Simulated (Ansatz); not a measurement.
**Two inputs for KTaO3**

Cell: a computed structure from the Materials Project (it need not be an observed phase), atoms as given.

```xyz
5
Lattice="3.9949 0.0000 0.0000 0.0000 3.9949 0.0000 0.0000 0.0000 3.9949" Properties=species:S:1:pos:R:3 pbc="T T T"
K     1.9974    1.9974    1.9974
Ta    0.0000    0.0000    0.0000
O     0.0000    1.9974    0.0000
O     0.0000    0.0000    1.9974
O     1.9974    0.0000    0.0000
```

Sites (sets of like atoms) are named by element and the number of their first atom in this list.

Reference run. Method: Kohn–Sham DFT in Ansatz, PBE, plane waves and PAW, scalar-relativistic, 420 eV cutoff, Γ-centred 5×5×5 k-points, Fermi–Dirac smearing 0.02 eV.

Q: The input is changed as follows: `hamiltonian.hubbard`: not typed → {sites: [{species: Ta, l: d, u_eff: 3.0}], double_counting: amf}; `basis.ecutwfc`: not typed → 14.7 Ry. What happens to V_zz (10²¹ V/m²) and η?

A: 

```json
{"site": "O", "atom": "3", "V_zz reference": "2.28", "η reference": "0.00", "V_zz changed": "1.49", "η changed": "0.00"}
```

The largest change of V_zz is on O, from 2.28 to 1.49. In per cent, |V_zz| changes by -35 on O (all sites that start above 0.5). Sites without a gradient aren't listed. Its pressure is 15 GPa, against 4 GPa in the reference run. SCF iterations: 6 and 8. New warnings: cutoff below recommended. In the changed run the cutoff of 200 eV lies below the one recommended for these PAW files, so its values aren't converged ones.

On the reference run: Without spin–orbit coupling the gradients at and beside Ta can be off by some per cent, at some sites by more.
